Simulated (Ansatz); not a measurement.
Bi (diamond, Fd-3m) at seven volumes, r²SCAN in the plane-wave PAW code Ansatz, scaled uniformly. One row is withheld.

```tsv
V (Å³/atom)	P (GPa)
43.055	3.66
44.474	2.23
45.894	1.02
47.313	0.00
48.733	-0.87
50.152	?
51.571	-2.25
```

Problem. Fit the shown pressures and predict the withheld one.

Solution. P = (3/2)B₀(x^(7/2) − x^(5/2))[1 + (3/4)(B′ − 4)(x − 1)] with x = (V₀/V)^(2/3). Least squares on the six rows gives V₀ = 47.310 Å³/atom, B₀ = 31.5 GPa, B′ = 4.41. At V = 50.152, x = 0.9619 and P = -1.62 GPa. The run itself gave -1.62 GPa.

The start of the workflow was typed in or built on a structure type; neither database checked (COD, Materials Project) lists it. It is not the phase usual at ambient conditions (space group No. 166). Symmetry was held in the r²SCAN relaxation. At this level the phase is mechanically unstable. Scalar-relativistic: spin–orbit coupling is off unless named, which matters more the heavier the elements.

Potentials: the later of the program's two PAW sets.
